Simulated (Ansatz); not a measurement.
Method: DFT PBE, scalar-relativistic, plane waves, PAW in Ansatz 0.2.0. All cells share a 420 eV cutoff and Γ-centred k meshes spaced at most about 0.3 Å⁻¹ (about 0.25 or finer for metals, 2π included). No spin polarisation in the final relaxations.

All energies are static (0 K, no zero-point motion).

Two forms of Sc2AlN3 were relaxed alike.

A.

```yaml
crystal:
  lattice:
    - [5.58033, 0.00000, 0.00000]
    - [-2.79016, 4.83270, 0.00000]
    - [0.00000, 0.00000, 2.97432]
  atoms:
    - { symbol: Sc, position: [0.33333, 0.66667, 0.00000] }
    - { symbol: Sc, position: [0.66667, 0.33333, 0.00000] }
    - { symbol: Al, position: [0.00000, 0.00000, 0.00000] }
    - { symbol: N, position: [0.50000, 0.00000, 0.50000] }
    - { symbol: N, position: [0.50000, 0.50000, 0.50000] }
    - { symbol: N, position: [0.00000, 0.50000, 0.50000] }
```

B.

```yaml
crystal:
  lattice:
    - [3.10213, 0.00000, 0.00000]
    - [-1.55107, 2.68652, 0.00000]
    - [0.00000, 0.00000, 7.54431]
  atoms:
    - { symbol: Sc, position: [0.33333, 0.66667, 0.32492] }
    - { symbol: Sc, position: [0.66667, 0.33333, 0.67508] }
    - { symbol: Al, position: [0.00000, 0.00000, 0.00000] }
    - { symbol: N, position: [0.33333, 0.66667, 0.84959] }
    - { symbol: N, position: [0.66667, 0.33333, 0.15041] }
    - { symbol: N, position: [0.00000, 0.00000, 0.50000] }
```

Question: Which would you expect to be lower, and how large is the difference?

Answer: B is lower, by 1.23 eV/atom. A has space group P6/mmm (No. 191), 13.4 Å³/atom and no gap on its mesh; B has Sc and Al ordered on rock salt sites, space group P-3m1 (No. 164), 10.5 Å³/atom and a gap of 0.42 eV. Counting N atoms around Al and Sc (those within 1.25 times the shortest such distance or 1.15 times the sum of covalent radii; the shortest distance is added where it is long for a bond), A has Sc 6, Al 12 from 3.2 Å and B has Sc 6, Al 6. The denser one is the lower, and pressure would at first widen the difference. In A, Sc is surrounded by 6 N at 2.19 Å, 2 Sc at 2.97 Å, 3 Al at 3.22 Å and 3 Sc at 3.22 Å; Al has 2 Al at 2.97 Å, 12 N at 3.16 Å and 6 Sc at 3.22 Å; N is surrounded by 4 Sc at 2.19 Å, 4 N at 2.79 Å, 2 N at 2.97 Å and 4 Al at 3.16 Å. In B, around Sc lie 6 N at 2.22–2.23 Å, 3 Al at 3.04 Å and 9 Sc at 3.10–3.19 Å; around Al lie 6 N at 2.12 Å and 6 Sc at 3.04 Å; around N on a site of symmetry 3m lie 3 Al at 2.12 Å and 3 Sc at 2.22 Å; 1 more site not described. Both come from invented guesses.

Kohn–Sham gaps at this level usually fall short of measured ones. A magnetic state wasn't ruled out in cells without spin, among them P-3m1. Cells relaxed within their symmetry can be saddle points.
